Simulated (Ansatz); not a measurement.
NMR crystallography of AlN with Ti replacing Al: given against relaxed positions

Start: a supercell of AlN (wurtzite type, P6_3mc) built from a structure deposited in the COD (the entry's cell lengths or inner coordinates differ somewhat from later room-temperature determinations), with all atoms left at the host's positions.

```
Ti Al N
1.0
     9.33900    0.00000    0.00000
    -3.11300    5.39187    0.00000
     0.00000    0.00000    9.96200
Ti Al N
1 23 24
Direct
  0.11111 0.33333 0.00000
  0.11111 0.33333 0.50000
  0.11111 0.83333 0.00000
  0.11111 0.83333 0.50000
  0.44444 0.33333 0.00000
  0.44444 0.33333 0.50000
  0.44444 0.83333 0.00000
  0.44444 0.83333 0.50000
  0.77778 0.33333 0.00000
  0.77778 0.33333 0.50000
  0.77778 0.83333 0.00000
  0.77778 0.83333 0.50000
  0.22222 0.16667 0.25000
  0.22222 0.16667 0.75000
  0.22222 0.66667 0.25000
  0.22222 0.66667 0.75000
  0.55556 0.16667 0.25000
  0.55556 0.16667 0.75000
  0.55556 0.66667 0.25000
  0.55556 0.66667 0.75000
  0.88889 0.16667 0.25000
  0.88889 0.16667 0.75000
  0.88889 0.66667 0.25000
  0.88889 0.66667 0.75000
  0.11111 0.33333 0.19000
  0.11111 0.33333 0.69000
  0.11111 0.83333 0.19000
  0.11111 0.83333 0.69000
  0.44444 0.33333 0.19000
  0.44444 0.33333 0.69000
  0.44444 0.83333 0.19000
  0.44444 0.83333 0.69000
  0.77778 0.33333 0.19000
  0.77778 0.33333 0.69000
  0.77778 0.83333 0.19000
  0.77778 0.83333 0.69000
  0.22222 0.16667 0.44000
  0.22222 0.16667 0.94000
  0.22222 0.66667 0.44000
  0.22222 0.66667 0.94000
  0.55556 0.16667 0.44000
  0.55556 0.16667 0.94000
  0.55556 0.66667 0.44000
  0.55556 0.66667 0.94000
  0.88889 0.16667 0.44000
  0.88889 0.16667 0.94000
  0.88889 0.66667 0.44000
  0.88889 0.66667 0.94000
```

Atom numbers follow the list; atoms alike are taken as one site, whose name carries the number of the first.

The numbers come from a DFT calculation in Ansatz (PBE, plane waves and PAW, scalar-relativistic, collinear spin, 420 eV cutoff, Γ-centred 3×4×2 k-points, Fermi–Dirac smearing 0.01 eV). Start moments as typed (μB): 1 on each Ti, none on the rest.

The largest force at the start is 2.3 eV/Å. Relaxing the ions at fixed cell moves them by 0.125 Å at most (atom 46, N) and 0.039 Å rms.

| site | atom | moved (Å) | first shell before | first shell after | V_zz before (10²¹ V/m²) | η before |
| --- | --- | --- | --- | --- | --- | --- |
| Ti | 1 | 0.120 | 4 N at 1.89 Å | 4 N at 1.94–2.06 Å | -0.98 | 0.44 |
| Al2 | 2 | 0.004 | 4 N at 1.89 Å | 4 N at 1.89–1.93 Å | 0.36 | 0.02 |
| Al3 | 3 | 0.020 | 4 N at 1.89 Å | 4 N at 1.86–1.90 Å | -0.48 | 0.09 |
| Al5 | 5 | 0.021 | 4 N at 1.89 Å | 4 N at 1.87–1.90 Å | -0.29 | 0.72 |
| Al13 | 13 | 0.018 | 4 N at 1.89 Å | 4 N at 1.88–1.91 Å | 0.32 | 0.28 |
| Al16 | 16 | 0.038 | 4 N at 1.89 Å | 4 N at 1.88–1.90 Å | 0.50 | 0.14 |
| Al15 | 15 | 0.016 | 4 N at 1.89 Å | 4 N at 1.87–1.90 Å | 0.32 | 0.29 |
| Al21 | 21 | 0.010 | 4 N at 1.89 Å | 4 N at 1.88–1.91 Å | 0.30 | 0.47 |
| Al22 | 22 | 0.043 | 4 N at 1.89 Å | 4 N at 1.88–1.90 Å | 0.51 | 0.11 |
| N25 | 25 | 0.060 | 1 Ti at 1.89 Å, 3 Al at 1.89 Å | 3 Al at 1.87–1.88 Å, 1 Ti at 2.06 Å | -1.62 | 0.02 |
| N26 | 26 | 0.045 | 4 Al at 1.89 Å | 4 Al at 1.90–1.93 Å | 0.11 | 0.15 |
| N38 | 38 | 0.095 | 3 Al at 1.89 Å, 1 Ti at 1.89 Å | 3 Al at 1.86–1.88 Å, 1 Ti at 1.99 Å | -1.70 | 0.14 |
| N40 | 40 | 0.107 | 3 Al at 1.89 Å, 1 Ti at 1.89 Å | 3 Al at 1.87–1.90 Å, 1 Ti at 1.94 Å | -1.70 | 0.14 |
| N42 | 42 | 0.022 | 4 Al at 1.89 Å | 4 Al at 1.87–1.90 Å | -0.14 | 0.17 |
| N44 | 44 | 0.028 | 4 Al at 1.89 Å | 4 Al at 1.88–1.90 Å | 0.15 | 0.65 |
| N46 | 46 | 0.125 | 3 Al at 1.89 Å, 1 Ti at 1.89 Å | 3 Al at 1.87–1.90 Å, 1 Ti at 1.97 Å | -1.66 | 0.25 |

Q: How do the gradients change?

A: 

| site | atom | V_zz after | η after | change of V_zz |
| --- | --- | --- | --- | --- |
| Ti | 1 | -4.31 | 0.67 | – |
| Al2 | 2 | 1.14 | 0.02 | +0.78 |
| Al3 | 3 | -0.82 | 0.13 | -0.34 |
| Al5 | 5 | 0.52 | 0.59 | – |
| Al13 | 13 | 0.76 | 0.84 | +0.44 |
| Al16 | 16 | 0.99 | 0.45 | +0.49 |
| Al15 | 15 | 0.54 | 0.58 | +0.22 |
| Al21 | 21 | 0.62 | 0.64 | +0.32 |
| Al22 | 22 | 0.87 | 0.61 | +0.36 |
| N25 | 25 | 0.71 | 0.53 | – |
| N26 | 26 | 0.62 | 0.25 | +0.51 |
| N38 | 38 | -1.18 | 0.61 | +0.52 |
| N40 | 40 | -1.85 | 0.26 | -0.15 |
| N42 | 42 | -0.46 | 0.41 | – |
| N44 | 44 | -0.34 | 0.07 | -0.49 |
| N46 | 46 | -1.56 | 0.39 | +0.10 |

The largest change of V_zz along a kept axis is on Al2, from 0.36 to 1.14. The whole tensor moves most on Ti, by 4.79 along its most changed direction. Where |V_zz| stays above 0.1 and the axes keep their order, η moves most on N44, from 0.65 to 0.07. On N40, Al22, Al16, Al3, Al15, Al13, Al21, N26 and 2 more sites (not all in the table) V_xx and V_yy change places (or their axes turn by over 50°), so the two values of η hide a larger change. V_zz changes sign on N44 (axis turned by 32°), N32 (axis turned by 41°), N30 (axis turned by 40°), N36 (axis turned by 28°) (not all in the table). On N25, Ti, Al5, N42, Al11, N48, N27, N31 and 5 more sites (not all in the table) the largest principal value lies along another axis in the second run, so the two V_zz can't be compared directly. The table leaves out 32 of the 48 sites, with |V_zz| up to 0.61; their tensors move by 0.37 at most along any direction. The statements above cover all sites. The electronic state changes along with the positions (a gap opens), so the changes aren't those of geometry alone. The host's own positions weren't relaxed first, so part of the change far from the defect can be the host's relaxation.

The defect repeats with the cell of 48 atoms, so it feels its images: sites between two images don't show the values beside a lone defect, and zeros or small values of η there can come from the images' arrangement. Al and N carry a gradient in the pure host already, so the values there aren't the defect's effect alone. The cell keeps the host's lattice, where the PBE pressure is 6 GPa.
Before: The defect cell has no gap above 0.1 eV on its mesh, so the values can hang on the smearing and the k-mesh. The neighbours have not yet relaxed around the defect (largest force 2.3 eV/Å), so a real crystal will differ.
After: With a gap of 0.2 eV on this mesh, small gradients can still move by 0.1 × 10²¹ V/m² or more as the k-mesh gets denser.
